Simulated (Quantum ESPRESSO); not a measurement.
**Cheap against tight settings: BaTiO$_{3}$**

```
BaTiO3
1.0
    4.00768     0.00000     0.00000
    0.00000     4.00768     0.00000
    0.00000     0.00000     4.00768
Ba Ti O
1 1 3
Direct
  0.50000   0.50000   0.50000
  0.00000   0.00000   0.00000
  0.50000   0.00000   0.00000
  0.00000   0.50000   0.00000
  0.00000   0.00000   0.50000
```
The geometry is a computed Materials Project entry, not a measured one. It is BaTiO3 in Pm-3m. Stability against distortions was not tested. The run has no spin polarisation.

Method: σ by PBE GIPAW (a modified build of Quantum ESPRESSO, JTH PAW datasets). The cutoff rises from row to row, with the meshes as listed. These are absolute shieldings with no macroscopic susceptibility term; δ = σ_ref − σ needs a reference computed alike. Spin–orbit coupling is left out; its weight grows with the heaviest atom, Ba here. The structure is static (0 K, no zero-point motion).

| setting | cutoff (Ha) | k-mesh |
|---|---|---|
| A | 15.5 | 3×3×3 through Γ |
| B | 17.5 | 5×5×5 shifted |
| C | 22.5 | 7×7×7 shifted |
| D | 32.5 | 10×10×10 shifted |

Q: From which setting on does σ_iso O (ppm) stay within 2 of the tightest run?

A: From D on (only the tightest run itself). Differences from the tightest run: A 247.4, B -19.7, C -3.5.

```tsv
setting	cutoff (Ha)	k-mesh	σ_iso Ba (ppm)	σ_iso Ti (ppm)	σ_iso O (ppm)	f-sum rule missed by (%)
A	15.5	3×3×3 through Γ	4784.4	-183.6	-114.1	1.8
B	17.5	5×5×5 shifted	4782.6	-421.5	-381.2	0.16
C	22.5	7×7×7 shifted	4785.6	-398.1	-365.0	0.01
D	32.5	10×10×10 shifted	4785.9	-394.2	-361.5	0.00
```
